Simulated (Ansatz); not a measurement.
Below is a relaxed structure of Fe2Co. The cell was found from a structure generator's guess, not taken from experiment.

Method: Ansatz, DFT PBE, scalar-relativistic, plane waves, PAW. Cutoff 420 eV, Γ-centred mesh, Gaussian smearing, collinear spin.

```
CELL_PARAMETERS angstrom
0.00000 2.01998 6.03104
1.41925 0.00000 6.03104
1.41925 2.01998 0.00000
ATOMIC_POSITIONS crystal
Fe 0.66579 0.66579 0.33421
Fe 0.33421 0.33421 0.66579
Co 0.00000 0.00000 0.00000
```

Energies over the elements count from the elements' standard structures at the same level, with no fitted energy shifts.

(1) What space group does it have?

(2) What is its formation energy per atom?

(3) Is it a metal?

(4) Which magnetic moments does it keep?

Results:

(1) Fmmm (No. 69), with Fe and Co ordered on bcc sites. Conventional cell: a = 2.838 Å, b = 4.040 Å, c = 12.062 Å. Fe is surrounded by 2 Co at 2.45 Å, 6 Fe at 2.47–2.48 Å, 4 Fe at 2.84–2.86 Å and 2 Co at 2.84 Å; Co is surrounded by 4 Fe at 2.45 Å, 4 Co at 2.47 Å, 2 Co at 2.84 Å and 4 Fe at 2.84 Å.

(2) −0.02 eV/atom. The formation energy is too near zero to say whether this cell lies below the elements.

(3) Yes, bands cross the Fermi level on the 20×20×20 mesh.

(4) 2.29 μB per atom net, the space between the atoms included; by site: Fe 2.6 (×2); Co 1.9 μB.

The last run used collinear spin, a 20×20×20 mesh for its 3-atom cell and Gaussian smearing of 0.10 eV. For metals, differences of a few meV/atom aren't resolved. The magnetic state reached may not be the lowest. A structure relaxed within its symmetry needn't be a true minimum.
